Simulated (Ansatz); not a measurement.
PbSe (rock salt)

```
CELL_PARAMETERS angstrom
      0.00000     3.10888     3.10888
      3.10888     0.00000     3.10888
      3.10888     3.10888     0.00000
ATOMIC_POSITIONS crystal
  Se 0.00000 0.00000 0.00000
  Pb 0.50000 0.50000 0.50000
```

The slice is a {110} plane (indices of the conventional cell) through the point (0.000, 0.000, 0.000) (fractional), spanned by u = [100] and v = [1 -1 -1] in vectors of this cell: u (4.40 Å) and v (6.22 Å, at 90° to u). It covers one period; positions are fractions (u, v).

Level of theory: PBE (plane waves to 420 eV, PAW, scalar-relativistic; Ansatz, a first-principles code). k mesh 9×9×9. Inside the PAW spheres the values are not all-electron values, and peaks at nuclei hang on which shells count as valence. PbSe was relaxed with its symmetry unable to fall. Spin-orbit coupling is left out, though Pb is heavy.

Three fields on this plane, each scaled to ten steps between its own extremes (0 low, 9 high; the total valence density on a logarithmic scale, the potential cut 8 eV below its top; x marks points blanked near nuclei; v = 0 in the bottom row):

Map A
```
|xxxxx27899999872xxxx|
|xxxxx47999999974xxxx|
|xxxx1689999999861xxx|
|xxx168999999999851xx|
|12468999999999998642|
|66778999999999998776|
|66678899999999988766|
|33456789999999876543|
|00024678999998764200|
|xxx014689999986410xx|
|xxxx0157899987510xxx|
|xxxxx03689998630xxxx|
|xxxxx02689998620xxxx|
|xxxxx02689998620xxxx|
|xxxxx02689998620xxxx|
|xxxxx03689998630xxxx|
|xxxx0157899987510xxx|
|xxx014689999986410xx|
|00024678999998764200|
|33456789999999876543|
|66678899999999988766|
|66778999999999998776|
|12468999999999998642|
|xxx158999999999861xx|
|xxxx1689999999861xxx|
|xxxxx47999999974xxxx|
|xxxxx27899999872xxxx|
|xxxxx16899999861xxxx|
```

Map B
```
|xxxxx97543234579xxxx|
|xxxxx87533223578xxxx|
|xxxx9864322234689xxx|
|xxx986532111235689xx|
|99987542110113457899|
|88765432100012345678|
|77665321000001235667|
|87765421100011245677|
|99876532110112356789|
|xxx986432111234689xx|
|xxxx9754222224579xxx|
|xxxxx86432223468xxxx|
|xxxxx97533233579xxxx|
|xxxxx97543334579xxxx|
|xxxxx97533233579xxxx|
|xxxxx86432223468xxxx|
|xxxx9754222224579xxx|
|xxx986432111234689xx|
|99876532110112356789|
|87765421100011245677|
|77665321000001235667|
|88765432100012345678|
|99987543110112457899|
|xxx986532111235689xx|
|xxxx9864322234689xxx|
|xxxxx87532233578xxxx|
|xxxxx97543234579xxxx|
|xxxxx97643334679xxxx|
```

Map C
```
|xxxxx98520002589xxxx|
|xxxxx98410001489xxxx|
|xxxx9974100014799xxx|
|xxx998521000125899xx|
|99987531000001357899|
|76654210000000124566|
|33321100000000012233|
|32221100000000011222|
|44332100000000012334|
|xxx443100000001344xx|
|xxxx4421000001234xxx|
|xxxxx43100000134xxxx|
|xxxxx43100000134xxxx|
|xxxxx43100000134xxxx|
|xxxxx43100000134xxxx|
|xxxxx43100000134xxxx|
|xxxx4321000001244xxx|
|xxx443100000001344xx|
|44332100000000012334|
|32221100000000011222|
|33322100000000011233|
|76654210000000124566|
|99987531000001357899|
|xxx998521000125899xx|
|xxxx9974100014799xxx|
|xxxxx98410001489xxxx|
|xxxxx98520002589xxxx|
|xxxxx98520002589xxxx|
```

### Question
Assign the maps to these fields: electron localisation function (ELF); valence electron density; electrostatic potential energy of an electron, from the cell's mean.

### Answer
A is the electrostatic potential energy of an electron, from the cell's mean; B is the valence electron density; C is the electron localisation function (ELF).
